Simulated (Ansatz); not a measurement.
Data:

MoP₂:
```xyz
6
Lattice="1.5547 -5.5431 0.0000 1.5547 5.5431 0.0000 0.0000 0.0000 4.9319" Properties=species:S:1:pos:R:3 pbc="T T T"
Mo     1.5547    -4.5092     2.4559
Mo     1.5547     4.5092     4.9218
P      1.5547    -0.7744     1.8726
P      1.5547     0.7744     4.3386
P      1.5547     2.2511     0.9734
P      1.5547    -2.2511     3.4393
```

This is the LDA-relaxed structure.

Question: All from LDA in the plane-wave PAW code Ansatz, unless another level is named. Give the electronic character.

Answer: metallic (no gap).

Question: Predict the density of states at the Fermi level.

Answer: 0.17 states/eV per atom (mean over ±0.08 eV).

Question: Give the formation energy from the elements (no fitted shifts).

Answer: -0.65 eV/atom.

Space group Cmc2_1. The first step of the workflow began from a Materials Project structure, measured or hypothetical; the Crystallography Open Database copy checked does not list it. Whether it is the stable phase at ambient conditions was not checked. Symmetry was held in the LDA relaxation; of distortions, only those at the zone centre were tested. The run is not spin-polarised. The references are the lowest solids computed at this level, not always the standard phases. Spin–orbit coupling is left out wherever it is not named.

Potentials: the earlier of the program's two PAW sets.
